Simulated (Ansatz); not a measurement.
## Calculated electric field gradients for MgAlCrS4

The cell is a Materials Project structure (computed, not necessarily an observed phase).

```
Mg Al Cr S
1.0
    -3.60444    3.62977    5.11590
     3.60444   -3.62977    5.11590
     3.60444    3.62977   -5.11590
Mg Al Cr S
2 2 2 8
Direct
  0.37599 0.62599 0.75000
  0.62401 0.37401 0.25000
  0.00000 0.50000 0.00000
  0.00000 0.00000 0.50000
  0.00000 0.00000 0.00000
  0.50000 0.00000 0.50000
  0.23701 0.21104 0.47403
  0.76192 0.23738 0.52455
  0.21283 0.23738 0.97545
  0.76299 0.23702 0.97403
  0.78717 0.76262 0.02455
  0.23701 0.76298 0.02597
  0.76299 0.78896 0.52597
  0.23808 0.76262 0.47545
```

Atoms are numbered from 1 in the order listed; like atoms form one site, named after its first atom.

Computed with Ansatz: DFT, PBE, plane waves and PAW, scalar-relativistic, collinear spin, 420 eV cutoff, Γ-centred 6×6×6 k-points, Fermi–Dirac smearing 0.02 eV. Start moments as typed (μB): 0 0 0 0 3 -3 0 0 0 0 0 0 0 0 by atom.

Conventions: |V_zz| ≥ |V_yy| ≥ |V_xx|, η = (V_xx − V_yy)/V_zz, C_Q = eQV_zz/h. Directions are in the Cartesian axes of the cell vectors above, for the atom listed; none is given where the gradient is under 0.02 or η is above 0.95.

Task: Which values are expected at the nuclei?

Result: 

```tsv
site	first atom	first shell	V_zz (10²¹ V/m²)	η	direction of V_zz (x, y, z)
Mg	1	4 S at 2.43–2.45 Å	0.085	0.77	1.00 0.00 0.00
Al	3	6 S at 2.43–2.44 Å	-0.35	0.00	0.78 0.00 0.63
Cr	5	6 S at 2.43–2.44 Å	-0.51	0.67	0.00 -0.66 0.75
S7	7	1 Al at 2.43 Å, 2 Cr at 2.43 Å, 1 Mg at 2.45 Å	-1.60	0.16	0.49 0.00 0.87
S8	8	1 Mg at 2.43 Å, 1 Cr at 2.44 Å, 2 Al at 2.44 Å	1.38	0.97	–
```

Runs of this kind can end above the lowest electronic state. The magnetic order is the one that the run reached from its start moments, not necessarily the measured one; the program found signs of a lower order. Where η is near 1 the sign of V_zz means little.

The run took 4.9 min of wall time (4.9 min of CPU time) and 1.7 GiB at its peak, on 1 thread of Arm Neoverse V2 (aarch64; 32 cores open to the job, memory cap 3.0 GiB, no GPU), a shared host with a load of 0.9 a core.
